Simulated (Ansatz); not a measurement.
KBr:
```
CELL_PARAMETERS angstrom
      0.00000     3.30442     3.30442
      3.30442     0.00000     3.30442
      3.30442     3.30442     0.00000
ATOMIC_POSITIONS crystal
  K  0.00000 0.00000 0.00000
  Br 0.50000 0.50000 0.50000
```

Relaxed with r²SCAN. Special points in fractions of this cell's reciprocal vectors: Γ (0.000, 0.000, 0.000); X (0.500, 0.000, 0.500); U (0.625, 0.250, 0.625); K (0.375, 0.375, 0.750); L (0.500, 0.500, 0.500); W (0.500, 0.250, 0.750).

Q: List the band energies nearest the valence-band maximum at these points for DFT-r²SCAN in the program Ansatz with PAW potentials.

A: In eV from the valence-band maximum; about four levels below and three above (degenerate sets whole), none deeper than 8.9 eV; points with the same levels are listed once.

```tsv
k	below	above
Γ	0.00 0.00 0.00	5.07 8.23 8.23 8.23
X	-0.82 -0.29 -0.29	6.36 8.01 10.11
U	-0.70 -0.63 -0.33	7.11 8.98 9.04
L	-1.16 -0.33 -0.33	7.12 8.86 10.50 10.50
W	-0.59 -0.59 -0.53	7.93 7.93 9.10
```

Space group Fm-3m (rock salt). The cell was relaxed with r²SCAN under the symmetry of its start; phonons on a q-mesh show no instability. Spin–orbit coupling is left out wherever it is not named.

Potentials: the later of the program's two PAW sets.
